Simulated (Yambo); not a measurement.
```
CELL_PARAMETERS angstrom
     -2.22378     2.38856     3.50218
      2.22378    -2.38856     3.50218
      2.22378     2.38856    -3.50218
ATOMIC_POSITIONS crystal
  N  0.00000 0.00000 0.00000
  N  0.50000 0.71592 0.21592
  O  0.12288 0.85796 0.48084
  O  0.87712 0.35796 0.73508
  P  0.86083 0.96879 0.60796
  P  0.13917 0.74713 0.10796
```

Response from Yambo on norm-conserving LDA (Quantum ESPRESSO, 84 Ry, scalar-relativistic) bands: 6×6×6 mesh, 59 bands, 3 Ry local-field block, 0.2 eV broadening.

Problem. Give the static electronic dielectric constant without and with local fields along each axis.

Solution. 
```tsv
field along	ε(0), independent particles	ε(0), RPA with local fields	refractive index √ε
x	3.21	2.86	1.69
y	3.68	3.38	1.84
z	3.26	3.07	1.75
```
Electronic (clamped-ion) response only. LDA gaps are usually too small, which raises these values. Convergence of the RPA response with its 6×6×6 mesh was not tested. x, y and z are Cartesian axes of the cell as given.

Geometry of the Materials Project entry, not relaxed at this level.

The structure is a Materials Project entry; no match was found in the copy of COD used, and its stability was not checked.
